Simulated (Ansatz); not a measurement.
**CuI, first-principles data**

CuI:
```
CELL_PARAMETERS angstrom
      2.14921     1.24085     6.53468
     -2.14921     1.24085     6.53468
      0.00000    -2.48169     6.53468
ATOMIC_POSITIONS crystal
  Cu 0.12632 0.12632 0.12632
  Cu 0.87368 0.87368 0.87368
  I  0.00000 0.00000 0.00000
  I  0.50000 0.50000 0.50000
```

Space group R-3m (No. 166); conventional cell a = b = 4.298 Å, c = 19.604 Å, α = β = 90.00°, γ = 120.00°.

Method: DFT-LDA in the program Ansatz with PAW potentials. Structure relaxed to zero pressure with the same functional. Other levels are named where they apply.

### Cell and energy

* **Volume per atom**: 26.14 Å³
* **Density**: 6.05 g/cm³
* **Formation energy from the elements (no fitted shifts)**: 168 meV/atom

### Electronic structure

- Electronic character: no gap, with almost no states at the Fermi level (zero-gap or semimetallic)
- Density of states at the Fermi level: 0.02 states/eV per atom (mean over ±0.08 eV)

### Mechanics

Bulk modulus (Birch–Murnaghan fit): 49.6 GPa
Pressure derivative B′: 5.4

### Phonons

- Highest zone-centre frequency: 199 cm⁻¹
- Zone-centre stability: unstable, softest mode 43i cm⁻¹

The workflow started from a Materials Project entry (that database holds measured and hypothetical structures alike); the Crystallography Open Database copy checked does not list it. It is not the phase usual at ambient conditions (space group No. 216). Symmetry was held in the LDA relaxation; phonons show weakly imaginary modes. The run is not spin-polarised. Its formation energy is positive at this level, so the cell may be metastable or incomplete. A small band overlap can be real or an error of a semilocal functional. As this level gives no gap, phonon frequencies hold no LO–TO term and depend on the k-mesh and smearing (Fermi–Dirac, 0.1 eV here). The references are the lowest solids computed at this level, not always the standard phases. Scalar-relativistic: spin–orbit coupling is off unless named, which matters more the heavier the elements.

Potentials: the later of the program's two PAW sets.
